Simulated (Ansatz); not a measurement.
ZnS:
```cif
data_S20Zn20
_chemical_formula_sum 'Zn20 S20'
_space_group_name_H-M_alt 'P63mc'
_space_group_IT_number 186
_space_group_name_Hall 'P 6c -2c'
_cell_length_a 3.78697
_cell_length_b 3.78697
_cell_length_c 61.86521
_cell_angle_alpha 90.000
_cell_angle_beta 90.000
_cell_angle_gamma 120.000
loop_
_atom_site_label
_atom_site_type_symbol
_atom_site_symmetry_multiplicity
_atom_site_Wyckoff_symbol
_atom_site_fract_x
_atom_site_fract_y
_atom_site_fract_z
_atom_site_occupancy
Zn1 Zn 2 a 0.00000 0.00000 0.39995 1
Zn2 Zn 2 b 0.33333 0.66667 0.44994 1
Zn3 Zn 2 b 0.66667 0.33333 0.20001 1
Zn4 Zn 2 b 0.33333 0.66667 0.15002 1
Zn5 Zn 2 a 0.00000 0.00000 0.10004 1
Zn6 Zn 2 b 0.66667 0.33333 0.34997 1
Zn7 Zn 2 b 0.66667 0.33333 0.05007 1
Zn8 Zn 2 a 0.00000 0.00000 0.24999 1
Zn9 Zn 2 b 0.33333 0.66667 0.00000 1
Zn10 Zn 2 b 0.33333 0.66667 0.29998 1
S1 S 2 b 0.66667 0.33333 0.23750 1
S2 S 2 b 0.33333 0.66667 0.33747 1
S3 S 2 b 0.66667 0.33333 0.38746 1
S4 S 2 a 0.00000 0.00000 0.28749 1
S5 S 2 b 0.66667 0.33333 0.08754 1
S6 S 2 b 0.33333 0.66667 0.48743 1
S7 S 2 a 0.00000 0.00000 0.13753 1
S8 S 2 b 0.33333 0.66667 0.18751 1
S9 S 2 b 0.33333 0.66667 0.03756 1
S10 S 2 a 0.00000 0.00000 0.43745 1
```

Relaxed with PBEsol. PBEsol (plane waves, PAW; program Ansatz) gives a gap of 2.09 eV.

Q: What gap does HSE06 give on the same cell (Ansatz, PAW)?

A: 3.47 eV, 1.38 eV more. The hybrid was solved on a coarser mesh and at special points; its gap is the smallest among all of these.

| k | v1 PBEsol | c1 PBEsol | v1 HSE06 | c1 HSE06 |
|---|---|---|---|---|
| Γ | 0.00 | 2.09 | 0.00 | 3.47 |
| A | -0.01 | 2.15 | ? | ? |
| K | -1.56 | 4.26 | ? | ? |
| H | -1.56 | 4.29 | -1.62 | 5.56 |
| M | -0.92 | 3.18 | ? | ? |
| L | -0.93 | 3.19 | ? | ? |

Q: Top valence (v1) and lowest conduction level (c1) in eV from each method's valence maximum (which need not be a listed point): supply the withheld HSE06 values.

A: 
- K, v1 HSE06: -1.62
- K, c1 HSE06: 5.53
- L, v1 HSE06: -0.97
- L, c1 HSE06: 4.37
- M, v1 HSE06: -0.95
- M, c1 HSE06: 4.36
- A, v1 HSE06: -0.01
- A, c1 HSE06: 3.52

Cost on shared cores: the PBEsol run (SCF on a 8×8×1 mesh, then bands and DOS) around 40 core-minutes (rough), the HSE06 run (SCF on 5×5×1, then a few points) around 90 core-minutes (rough); the tasks are unlike.

Space group P6_3mc. The first step of the workflow began from a Materials Project structure, measured or hypothetical. Its sites differ from those of the usual phase in this space group: another stacking or structure type. Symmetry was held in the PBEsol relaxation; its stability against distortions is not shown here.

Potentials: the later of the program's two PAW sets.
